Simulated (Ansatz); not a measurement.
Consider the following.

TiSeS:
```cif
data_SSeTi
_chemical_formula_sum 'Ti1 Se1 S1'
_space_group_name_H-M_alt 'P 1'
_space_group_IT_number 1
_cell_length_a 3.37317
_cell_length_b 3.37317
_cell_length_c 5.67118
_cell_angle_alpha 90.000
_cell_angle_beta 90.000
_cell_angle_gamma 120.000
loop_
_space_group_symop_operation_xyz
  'x, y, z'
loop_
_atom_site_label
_atom_site_type_symbol
_atom_site_fract_x
_atom_site_fract_y
_atom_site_fract_z
_atom_site_occupancy
Ti1 Ti 0.33333 0.66667 0.98521 1
Se1 Se 0.66667 0.33333 0.26843 1
S1 S 0.00000 0.00000 0.74635 1
```

This is the LDA-relaxed structure.

Task: All from DFT-LDA in the program Ansatz with PAW potentials, unless another level is named. Estimate the highest zone-centre frequency.

Result: 362 cm⁻¹.

Task: And the zero-point energy?

Result: 38.6 meV/atom.

Task: Give the bulk modulus (Birch–Murnaghan fit).

Result: 38.8 GPa.

Space group P3m1. The workflow started from a Materials Project entry (that database holds measured and hypothetical structures alike); the Crystallography Open Database copy checked does not list it. Its standing as an ambient phase is unchecked. Symmetry was held in the LDA relaxation; whether a distortion lowers the energy is not shown. No spin polarisation was allowed. A crystal of weakly bound layers computed without a dispersion correction: the cell and the soft elastic constants depend strongly on that. As this level gives no gap, phonon frequencies hold no LO–TO term and depend on the k-mesh and smearing (Fermi–Dirac, 0.1 eV here).

Potentials: the later of the program's two PAW sets.
